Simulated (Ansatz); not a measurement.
CdSe (zinc blende)

```
CELL_PARAMETERS angstrom
      0.00000     3.04091     3.04091
      3.04091     0.00000     3.04091
      3.04091     3.04091     0.00000
ATOMIC_POSITIONS crystal
  Se 0.75000 0.75000 0.75000
  Cd 0.00000 0.00000 0.00000
```

In each cell atom 2 (Cd, nearest neighbour Se at 2.634 Å; its periodic images, 4.3 Å or more away, move with it) moves by s·(1.000, 0.000, 0.000) (along Cartesian x), the rest being held.

Level of theory: PBEsol (plane waves to 420 eV, PAW, scalar-relativistic; Ansatz, a first-principles code). k mesh 8×8×8 (Γ-centred), Fermi-Dirac smearing 0.05 eV. The energy includes the smearing's −TS. CdSe was relaxed with its symmetry unable to fall. The zero of ΔE is the undisplaced structure.

```
s (Å)   ΔE (meV/cell)
------  -------------
-0.530            616
-0.424            405
-0.318            233
-0.212            105
-0.106             27
0.000               0
0.106              27
0.212             105
0.318             233
0.424             405
0.530             616
```

**Question.** What force constant k = d²E/ds² at s = 0 does the table give?

**Answer.** 4.7 eV/Å². It is the second difference of the nearest points, corrected with the next pair.

**Question.** With k = 4.74 eV/Å² from the forces, is the well harmonic out to s = 0.530 Å?

**Answer.** ½ks² = 665 meV/cell against the computed 616 meV/cell, so the well is softer than harmonic there.

(For displaced atoms, the force is minus the slope of the energy, and its curvature is a force constant, which sets phonon frequencies.)
